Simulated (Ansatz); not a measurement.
SiC:
Space group Pnma (No. 62); a = 5.814 Å, b = 3.125 Å, c = 5.189 Å, α = β = γ = 90.00°

```csv
atom,site,symmetry,x,y,z
Si,4c,.m.,0.1594,0.2500,0.4041
C,4c,.m.,0.3246,0.2500,0.1039
```

Relaxed with PBEsol.

Problem. Which orbitals make up the states near the band edges in DFT-PBEsol in the program Ansatz with PAW potentials?

Solution. Top 1 eV of the valence band: C 2p 81 %, Si 3p 13 %. Bottom 1 eV of the conduction band: Si 3p 44 %, C 2s 15 %, Si 3s 14 %, C 2p 9 %, outside the projected shells 17 %. Projections are on Löwdin-orthogonalised atomic valence shells; empty p or d shells of many metals are not among them.

Problem. Tabulate the density of states.

Solution. States/eV per cell of 8 atoms, in 0.25 eV bins, energy from the valence-band maximum.

```tsv
E (eV)	total	C 2p	Si 3p	Si 3s
-7.85	3.62	1.81	0.43	1.16
-7.60	2.96	1.46	0.38	0.90
-7.35	2.15	1.05	0.33	0.58
-7.10	1.84	0.90	0.33	0.43
-6.85	1.73	0.84	0.34	0.35
-6.60	2.09	1.03	0.47	0.35
-6.35	2.84	1.41	0.77	0.35
-6.10	2.69	1.36	0.79	0.29
-5.85	2.34	1.20	0.69	0.25
-5.60	1.74	0.91	0.51	0.16
-5.35	1.42	0.76	0.39	0.13
-5.10	1.83	0.98	0.53	0.15
-4.85	2.39	1.30	0.72	0.18
-4.60	2.62	1.46	0.77	0.20
-4.35	3.01	1.71	0.87	0.22
-4.10	3.48	2.01	1.03	0.21
-3.85	3.48	2.03	1.04	0.20
-3.60	3.55	2.11	1.10	0.17
-3.35	4.21	2.55	1.30	0.17
-3.10	3.82	2.36	1.13	0.15
-2.85	3.48	2.19	0.98	0.13
-2.60	4.04	2.61	1.05	0.15
-2.35	3.30	2.19	0.84	0.11
-2.10	2.76	1.90	0.66	0.08
-1.85	3.17	2.25	0.72	0.07
-1.60	4.26	3.09	0.93	0.06
-1.35	4.81	3.58	0.96	0.07
-1.10	5.08	3.90	0.92	0.07
-0.85	4.74	3.76	0.72	0.07
-0.60	2.67	2.23	0.29	0.03
-0.35	1.34	1.16	0.11	0.01
-0.10	0.40	0.35	0.03	0.00
0.15	0.00	0.00	0.00	0.00
0.40	0.00	0.00	0.00	0.00
0.65	0.00	0.00	0.00	0.00
0.90	0.00	0.00	0.00	0.00
1.15	0.00	0.00	0.00	0.00
1.40	0.00	0.00	0.00	0.00
1.65	0.00	0.00	0.00	0.00
1.90	0.00	0.00	0.00	0.00
2.15	0.00	0.00	0.00	0.00
2.40	0.00	0.00	0.00	0.00
2.65	0.20	0.01	0.09	0.04
2.90	0.77	0.06	0.34	0.13
3.15	1.54	0.14	0.66	0.23
3.40	2.98	0.30	1.37	0.37
3.65	3.71	0.42	1.75	0.41
3.90	3.13	0.38	1.46	0.35
4.15	2.08	0.26	1.00	0.21
4.40	2.08	0.27	0.94	0.24
4.65	2.27	0.30	0.95	0.26
4.90	2.80	0.38	1.17	0.35
5.15	3.44	0.49	1.54	0.40
5.40	4.27	0.64	1.95	0.54
5.65	2.74	0.42	1.27	0.27
5.90	2.77	0.41	1.19	0.30
6.15	4.69	0.66	1.90	0.57
6.40	4.74	0.72	1.90	0.63
6.65	5.03	0.80	2.02	0.70
6.90	4.16	0.72	1.55	0.63
7.15	4.77	0.82	1.83	0.65
```

The start of the workflow was typed in or built on a structure type; neither database checked (COD, Materials Project) lists it. It is not the phase usual at ambient conditions (space group No. 186, 216). The cell was relaxed with PBEsol under the symmetry of its start; phonons on a q-mesh show no instability.

Potentials: the later of the program's two PAW sets.
